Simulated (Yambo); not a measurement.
A G0W0@PBEsol run in Yambo for SiC (2H, space group P6_3mc, No. 186) under isotropic strain of -3 % on all lattice vectors (6×6×4 Γ-centred k mesh, 76 bands and a 8 Ry block in the screening, 76 bands in G with the Bruneval-Gonze terminator, plasmon pole fitted at 27.2 eV) gives these matrix elements, in eV, at the band edges (Γ → K):

```json
[
 {"state": "valence edge", "E0": "0.000", "<Vxc>": "-15.174", "<Σx>": "-17.908", "<Σc(E0)>": "2.107", "Z": "0.804"},
 {"state": "conduction edge", "E0": "1.949", "<Vxc>": "-10.353", "<Σx>": "-5.977", "<Σc(E0)>": "-3.933", "Z": "0.832"}
]
```

**Question.** Solve the linearised quasiparticle equation for both states, give the gap, and say how exchange and correlation each act on it.

**Answer.** E = E0 + Z(Σx + Σc − Vxc). Valence: 0.000 + 0.804 × (-17.908 + (2.107) − (-15.174)) = -0.50 eV. Conduction: 1.949 + 0.832 × (-5.977 + (-3.933) − (-10.353)) = 2.32 eV. The gap is 2.82 eV, against 1.95 eV in PBEsol. Replacing Vxc by bare exchange alone would open it by 7.11 eV; correlation takes back 6.04 eV of that, and Z scales what is left. Convergence of the G0W0 settings was not tested. 

Geometry strained from the cell relaxed with PBEsol, atoms relaxed again; primitive cell a = b = 2.984 Å, c = 4.897 Å, α = β = 90.00°, γ = 120.00°.
